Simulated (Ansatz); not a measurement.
## LiY7: a bulk modulus from differences

The cell was found from a structure generator's guess, not taken from experiment.

The calculation used DFT PBE, scalar-relativistic, plane waves, PAW in Ansatz. Cutoff 420 eV, Γ-centred 8×8×8 mesh (8-atom cell), Gaussian smearing of 0.10 eV, no spin polarisation.

```
Li Y
1.0
     0.00000    4.99995    4.99995
     4.99995    0.00000    4.99995
     4.99995    4.99995    0.00000
Li Y
1 7
Direct
  0.00000 0.00000 0.00000
  0.50000 0.00000 0.00000
  0.00000 0.50000 0.50000
  0.00000 0.50000 0.00000
  0.50000 0.00000 0.50000
  0.00000 0.00000 0.50000
  0.50000 0.50000 0.00000
  0.50000 0.50000 0.50000
```

The cell was set to several volumes, with shape and atoms relaxed at each where symmetry leaves them free. Pressure is positive in compression, and energies count from the lowest row. No row has a gap on its mesh.

```tsv
row	V (Å³/atom)	P (GPa)	ΔE (meV/atom)
1	27.499	5.49	57.7
2	28.437	?	?
3	29.374	2.38	12.7
4	30.312	1.10	2.8
5	31.249	-0.03	0.0
6	32.187	-1.03	3.4
7	33.124	-1.91	12.3
8	34.374	-2.93	31.5
```

Question: Find B = −V·ΔP/ΔV from rows 4 and 6 and from rows 1 and 3, and from the two its slope B′ and its value B0 at zero pressure.

Answer: Rows 4 and 6 give −(30.312 + 32.187)/2 × (-1.03 − (1.10))/(32.187 − 30.312) = 35.5 GPa at a mean pressure of 0.04 GPa. Rows 1 and 3 give −(27.499 + 29.374)/2 × (2.38 − (5.49))/(29.374 − 27.499) = 47.2 GPa at a mean pressure of 3.94 GPa. So B′ = (47.2 − 35.5)/(3.94 − (0.04)) = 3.00 and B0 = 35.5 − 3.00 × (0.04) = 35.4 GPa. A third-order Birch–Murnaghan fit to all the energies gives B0 = 35.6 GPa and B′ = 3.2.

Question: Estimate the pressure and energy of row 2.

Answer: From row 5, V0 = 31.249 × (1 + (-0.03)/35.4) = 31.223 Å³/atom. Murnaghan's form P = (B0/B′)·[(V0/V)^B′ − 1] gives (35.4/3.00) × [(31.223/28.437)^3.00 − 1] = 3.82 GPa; the computed pressure is 3.84 GPa, so the estimate is off by -0.02 GPa. The work of compression from row 3, with the mean of the two pressures, gives ΔE = 12.7 + (3.82 + 2.38)/2 × (29.374 − 28.437)/160.2 × 1000 = 30.8 meV/atom (1 eV/Å³ = 160.2 GPa); the computed value is 30.7 meV/atom.

All volumes keep the k mesh of the relaxed cell. A structure relaxed within its symmetry needn't be a true minimum.
